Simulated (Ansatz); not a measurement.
## Cold compression of Y (dhcp type)

```xyz
4
Lattice="3.6047 0.0000 0.0000 -1.8024 3.1218 0.0000 0.0000 0.0000 11.5688" Properties=species:S:1:pos:R:3 pbc="T T T"
Y     0.0000    0.0000    0.0000
Y     0.0000    0.0000    5.7844
Y     0.0000    2.0812    2.8922
Y     1.8024    1.0406    8.6766
```

The cell comes from a relaxation on PAW files under the same functional, begun from a prototype that needn't be the stable phase.

Its volume is scaled, and at each volume shape and atoms are relaxed on PAW files; all methods then take that cell.

Computed with Ansatz 0.2.0; functional PBE, scalar-relativistic. Settings: a Γ-centred 10×10×3 k mesh, Fermi–Dirac smearing of 0.08 eV, no spin polarisation. Methods: LAPW: all electrons, basis error target 1 meV/atom; PAW: frozen-core files, cutoff 420 eV; crystal datasets: all electrons, by PAW datasets that the program makes for each cell; norm-conserving: pseudopotentials, cutoff 980 eV; PAW (cutoff 250 eV): frozen-core files, cutoff 250 eV.

Energies are extrapolated to zero smearing and count from the unscaled cell; pressure is positive in compression; gaps take the mesh and a band path. No temperature or zero-point motion is included.

| V/V0 | V (Å³/atom) | P LAPW (GPa) | ΔE LAPW (eV/atom) | P PAW − LAPW (GPa) | ΔE PAW − LAPW (meV/atom) | space group | shortest distance (Å) |
| --- | --- | --- | --- | --- | --- | --- | --- |
| 1.00 | 32.55 | 0.01 | 0.000 | 0.00 | 0.0 | P6_3/mmc | 3.563 |
| 0.90 | 29.29 | 4.81 | 0.042 | 0.00 | 0.0 | P6_3/mmc | ? |
| 0.60 | 19.53 | 43.7 | 1.240 | 0.00 | -0.1 | P6_3/mmc | 3.005 |
| 0.50 | 16.27 | ? | 2.431 | -0.01 | -0.2 | P6_3/mmc | 2.819 |
| 0.40 | 13.02 | 146.3 | 4.609 | -0.05 | -0.7 | P6_3/mmc | 2.625 |

Task: Fill in "P LAPW (GPa)" for the row "0.50".

Result: 76.9.

Task: Give the missing entry: row "0.90", column "shortest distance (Å)".

Result: 3.442.

Task: Fit the Vinet equation to the LAPW pressures over the whole range, with residuals weighted by 1/(|P| + 0.03·Pmax).

Result: V0 = 32.57 Å³/atom, B0 = 36.9 GPa and B0′ = 3.49, and the fit misses no point by more than 2.5 GPa. A fit over so wide a range pins B0 less well than one near rest.

Task: From the table, what is the rise of the enthalpy H = E + pV up to the last row, and how stiff is the crystal between the last two rows?

Result: ΔH = 4.609 eV + (146.3 GPa × 13.02 Å³ − 0.01 GPa × 32.55 Å³) × 0.006242 eV/(GPa·Å³) = 16.49 eV/atom, of which pV makes 72 %. The mean bulk modulus there is −ΔP/Δln V = 311 GPa.

Task: At the smallest volume, how far do crystal datasets and norm-conserving and PAW (cutoff 250 eV) lie from LAPW in pressure?

Result: crystal datasets: +0.01 GPa; norm-conserving: +0.07 GPa; PAW (cutoff 250 eV): +2.11 GPa, on a LAPW pressure of 146.3 GPa.

Task: How do the Löwdin populations by LAPW change from the unscaled cell to the last row?

Result: Y 4s 1.96 → 1.80, Y 5s 0.84 → 0.36, Y 4p 5.97 → 5.68, Y 4d 2.17 → 3.15 electrons an atom. These are projections on the shells that the free atoms fill; 0.22 e a cell lies outside them at the start and 0.11 e at the end.
